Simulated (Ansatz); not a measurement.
**Relaxing a structure of Ru**

The start is a relaxed Ru cell, doubled along one cell vector, shaken by Gaussian noise of σ = 0.08 Å a coordinate. The structure is fully relaxed (lattice and positions, P = 0) with PBEsol (plane waves to 420 eV, PAW, scalar-relativistic; Ansatz, an electronic-structure program). First-step values are on the input's coarse k-mesh.

Ansatz input (later rounds restart from its end on a renewed k-mesh):
Ansatz 0.2 input:
```yaml
crystal:
  lattice:
    - [2.67226169, 1.542831006, 9.117922979]
    - [-1.336130845, 0.771415503, 4.5589614895]
    - [0, -1.5428310061, 4.5589614895]
  atoms:
    - { symbol: Ru, position: [0.054311501, 0.1653532129, 0.0104879887] }
    - { symbol: Ru, position: [0.5633421546, 0.0703033096, 0.0797038236] }
    - { symbol: Ru, position: [0.4323923895, 0.9012376401, 0.9542555149] }
    - { symbol: Ru, position: [0.9571702192, 0.8942315849, 0.939330847] }
basis: { ecutwfc: 420, ecutrho_ratio: 4, xc_grid: 2, fft_grid_basis: typed }
kpoints: { mp_grid: { grid: [7, 14, 14] } }
hamiltonian:
  xc: pbesol
  dispersion: none
  pseudopotentials: { azcp: { folder: ./paw }, kind: paw }
scf: { occupations: { method: fermi_dirac, width: 0.05 } }
relax: { f_tol: 0.01, max_steps: 100, cell: { stress_tol: 0.02 } }
output: { forces: true, stress: true }
```

Q: What is the largest force in the starting geometry, and on which atom (counted from 1)?

A: 1.60 eV/Å, on Ru3 (atoms numbered as listed).

Q: By how much does the energy per atom fall from start to end?

A: 0.56 eV/atom.

Q: How does the volume change?

A: -5.5 %, from 14.10 to 13.32 Å³/atom.

Q: Does it find its way back to the structure it was made from?

A: It does not go back: it reaches P6₃/mmc (No. 194), hcp (Mg type), 0.49 eV/atom below the parent.

Q: How do the shortest distances between atoms change?

A: The closest pairs of elements (up to four, under 3.6 Å), start → end: Ru–Ru 2.45 → 2.63 Å.

Q: What band gap does the relaxed structure have at this level?

A: No gap (metallic).

Q: Give the final cell and atomic positions.

A: 
Space group P6₃/mmc (No. 194); a = b = 2.6919 Å, c = 4.2460 Å, α = β = 90.00°, γ = 120.00°

```json
[
 {"atom": "Ru", "site": "2d", "symmetry": "-6m2", "x": "0.6667", "y": "0.3333", "z": "0.2500"}
]
```

Final values are on a 20×20×11 k-mesh of the relaxed cell. No spin polarisation in the result.

Of the parent cell (R-3m (No. 166)): it is a generated cell of Ru: the first start was made by placing the elements on the sites of a structure type, and the end was not matched to a known phase here, so it may be hypothetical. Known forms of Ru include space group No. 194.
